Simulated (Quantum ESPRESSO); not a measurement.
```xyz
2
Lattice="2.6053 0.0000 0.0000 -1.3026 2.1695 0.0000 0.0000 0.0000 13.0000" Properties=species:S:1:pos:R:3 pbc="T T T"
B      1.3026     2.1643     0.0000
N      0.0000     1.4515     0.0000
```

The PBEsol cell relaxed from Materials Project entry mp-685145 was given a uniaxial strain of +4 % along x, the other axes held, and the atoms were relaxed again, with the Coulomb interaction truncated along z.

Question: What does PBEsol (Quantum ESPRESSO, PseudoDojo norm-conserving, 84 Ry, no spin-orbit coupling) give for the electronic structure near the Fermi level?

Answer: The PBEsol gap is direct, 4.50 eV at X. The valence-band maximum lies 5.96 eV below the vacuum level. 

Letters of k points follow the standard setting of the lattice, whose axes may be ordered differently from the printed cell.
